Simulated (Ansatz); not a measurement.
Relaxed-ion elastic tensor of MgO in space group P6_3/mmc (No. 194; Mg on 2c, O on 2d) in GPa (Voigt order), PBEsol in the plane-wave PAW code Ansatz; density 3.02 g/cm³, 11.09 Å³ per atom.

|  | 1 | 2 | 3 | 4 | 5 | 6 |
|---|---|---|---|---|---|---|
| 1 | 182 | 125 | 75.3 | 0.0 | 0.0 | 0.0 |
| 2 | 125 | 182 | 75.3 | 0.0 | 0.0 | 0.0 |
| 3 | 75.3 | 75.3 | 259 | 0.0 | 0.0 | 0.0 |
| 4 | 0.0 | 0.0 | 0.0 | 113 | 0.0 | 0.0 |
| 5 | 0.0 | 0.0 | 0.0 | 0.0 | 113 | 0.0 |
| 6 | 0.0 | 0.0 | 0.0 | 0.0 | 0.0 | 28.7 |

Problem. Is the crystal mechanically stable?

Solution. Yes: the smallest eigenvalue of C is 28.7 GPa.

Problem. Work out the Voigt, Reuss and Hill averages.

Solution. K_V = 131, K_R = 130, K_H = 130; G_V = 74.1, G_R = 50.6, G_H = 62.3 GPa.

Problem. Give Young's modulus, Poisson's ratio, Pugh's ratio and the universal anisotropy index.

Solution. E = 9KG/(3K + G) = 161 GPa; ν = 0.29; K/G = 2.09 (ductile by the Pugh limit of 1.75); A_U = 5G_V/G_R + K_V/K_R − 6 = 2.32.

Problem. Estimate the sound speeds and the Debye temperature.

Solution. v_l = √((K + 4G/3)/ρ) = 8410 m/s, v_t = √(G/ρ) = 4540 m/s, mean 5070 m/s; Θ = (h/k)(3n/4πV)^(1/3) v_m = 677 K.

Problem. Solve the Christoffel equation for the three sound speeds along x, y, z.

Solution. Eigenvalues of C_ijkl n_j n_l equal ρv². In km/s, slowest first: x 3.08, 6.11, 7.77; y 3.08, 6.11, 7.77; z 6.11, 6.11, 9.26.

Problem. How much does each axis shrink under pressure?

Solution. Linear compressibilities β_i = Σ_j S_ij (j = 1 to 3): x 2.7, y 2.7, z 2.3 per TPa.

The first step of the workflow began from a Materials Project structure, measured or hypothetical; the Crystallography Open Database copy checked does not list it. It is not the phase usual at ambient conditions (space group No. 225). The cell was relaxed with PBEsol under the symmetry of its start; phonons on a q-mesh show no instability.

Potentials: the later of the program's two PAW sets.
